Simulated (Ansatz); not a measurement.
Vibrational response of Ta$_{2}$H$_{3}$

Method: DFT PBE, scalar-relativistic, plane waves, PAW in Ansatz. Plane waves to 420 eV; Γ-centred k mesh 16×16×8; Fermi-Dirac smearing of 0.15 eV. No spin polarisation. Phonons by linear response, acoustic sum rule imposed.

Relaxed structure:
```
CELL_PARAMETERS angstrom
2.70779 -1.50641 0.01519
2.70779 1.50641 0.01519
-0.07295 0.00000 5.35205
ATOMIC_POSITIONS crystal
Ta 0.66664 0.66664 0.26679
Ta 0.33336 0.33336 0.73321
H 0.00000 0.00000 0.50000
H 0.66267 0.66267 0.89213
H 0.33733 0.33733 0.10787
```

It was reached by relaxing an invented guess, and it needn't be the stable form of this composition. In a metal, frequencies depend on the k mesh and the smearing, soft modes most. Spin–orbit coupling is left out, which matters for heavy elements.

Optical modes at Γ:
```tsv
frequency (THz)	degeneracy
2.65	1
2.75	1
5.30	1
15.85	1
21.05	1
24.22	1
34.49	1
35.15	1
35.86	1
36.04	1
36.16	1
39.55	1
```

All 12 optical modes at Γ are real: no displacement of atoms at fixed cell lowers the energy to second order. Strains and modes at other wave vectors aren't tested by this run.
